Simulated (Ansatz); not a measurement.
V:
```yaml
crystal:
  lattice:
    - [-1.48890, 1.48890, 1.48890]
    - [1.48890, -1.48890, 1.48890]
    - [1.48890, 1.48890, -1.48890]
  atoms:
    - { symbol: V, position: [0.00000, 0.00000, 0.00000] }
```

Relaxed with r²SCAN+D4. Special points in fractions of this cell's reciprocal vectors: Γ (0.000, 0.000, 0.000); H (0.500, -0.500, 0.500); N (0.000, 0.000, 0.500); P (0.250, 0.250, 0.250).

Problem. List the band energies nearest the Fermi level at these points for the program Ansatz at the r²SCAN+D4 level (PAW).

Solution. In eV from the Fermi level; about four levels below and three above (degenerate sets whole), none deeper than 8.9 eV; … stands for higher levels left out; points with the same levels are listed once.

```csv
k,below,above
Γ,-7.10,0.49 0.49 0.49
H,-3.20 -3.20,…
N,-3.40 -1.19,1.60 2.70 …
P,-1.23 -1.23 -1.23,…
```

Space group Im-3m (bcc (W type)). The r²SCAN+D4 relaxation kept the symmetry of its start. The workflow began spin-polarised and lost its moments. The pairwise dispersion correction was not fitted to metals.

Potentials: the earlier of the program's two PAW sets.
